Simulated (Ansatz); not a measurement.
Si3N4: a ladder of calculations

Cell of run 1: an entry of the Crystallography Open Database (COD), atoms as given.

Space group P6_3/m (No. 176); a = 7.6140, c = 2.9123 Å, γ = 120.00°.

```csv
site,Wyckoff,site symmetry,x,y,z
Si,6h,m..,0.1799,0.7733,0.2500
N7,2c,-6..,0.3333,0.6667,0.2500
N9,6h,m..,0.3356,0.0330,0.2500
```

One atom of each set is listed.

Relaxed positions (PBE, cell held):

Si (0.1740, 0.7679, 0.2500)
N7 (0.3333, 0.6667, 0.2500)
N9 (0.3298, 0.0299, 0.2500)

All runs are DFT with Ansatz 0.2.0 (plane waves and PAW, scalar-relativistic unless spin–orbit coupling is named, Γ-centred meshes, Fermi–Dirac smearing where given) in this cell.

Run 1: PBE, atoms as given; 420 eV, 4×4×9 k-points, smearing 0.02 eV.
Run 2: PBE, atoms relaxed; 420 eV, 4×4×9 k-points, smearing 0.02 eV.
Run 3: r2SCAN, at the relaxed atoms; 500 eV, 4×4×9 k-points, smearing 0.02 eV.

```
run   Si V_zz (η)   N7 V_zz (η)   N9 V_zz (η)
  1  -0.95 (0.18)  -4.85 (0.00)  -5.03 (0.05)
  2             ?             ?             ?
  3   0.98 (0.40)  -5.00 (0.00)  -4.97 (0.08)
```

V_zz in 10²¹ V/m².

Problem. Estimate the row of run 2.

Solution. Si: 0.98 (0.42); N7: -4.92 (0.00); N9: -4.98 (0.08). It lies nearest to run 3, from whose tensors on these sites it differs by 0.07 at most (largest principal value of the difference, on N7). Taken one at a time, the positions of the atoms (as given or relaxed) move the tensors on these sites by up to 0.79 (largest principal value of the change, on Si), the functional (r2SCAN with its higher cutoff) by 0.07 (N7). On some sites the largest principal value moves to another axis from run to run, and the sign of V_zz can flip with it.

In run 1 the atoms aren't at the calculated equilibrium (largest force 0.54 eV/Å).
